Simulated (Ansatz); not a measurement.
# ScAlC₂N₂: rattling a relaxed structure

The structure comes from a generated guess, relaxed at this level; another structure or a mixture of phases may lie lower.

Level of theory: DFT PBE, scalar-relativistic, plane waves, PAW (Ansatz 0.2.0). Cutoff 420 eV; k points 14×14×8 on the computed 6-atom cell (Γ-centred); Gaussian smearing, width 0.10 eV; no spin polarisation.

The cell below (6 atoms, space group C2/m (No. 12)) is relaxed within its symmetry.

```yaml
crystal:
  lattice:
    - [3.85599, -1.52801, -0.00713]
    - [3.85599, 1.52801, -0.00713]
    - [-0.97022, 0.00000, 5.42325]
  atoms:
    - { symbol: Sc, position: [0.00000, 0.00000, 0.00000] }
    - { symbol: Al, position: [0.50000, 0.50000, 0.50000] }
    - { symbol: C, position: [0.68155, 0.68155, 0.24436] }
    - { symbol: C, position: [0.31845, 0.31845, 0.75564] }
    - { symbol: N, position: [0.84893, 0.84893, 0.32502] }
    - { symbol: N, position: [0.15107, 0.15107, 0.67498] }
```

For the test a repeat of it with 12 atoms (edges 3.06, 4.15, 11.02 Å) was strained at random (σ = 1.5 % a component), the atoms were moved at random (σ = 0.05 Å), and all was relaxed again on a coarse 8×8×2 mesh (in the run’s order of axes) with 0.20 eV smearing, with no symmetry imposed.

Problem. What happens?

Solution. It returns, within 1 meV/atom of the unmoved cell on that mesh and with the same symmetry when read at 0.1 Å (P-1 at 0.01 Å, so small strains and shifts remain). So it is stable against the distortions that fit this cell and that this random move excites. Modes that don't fit the cell aren't tested.
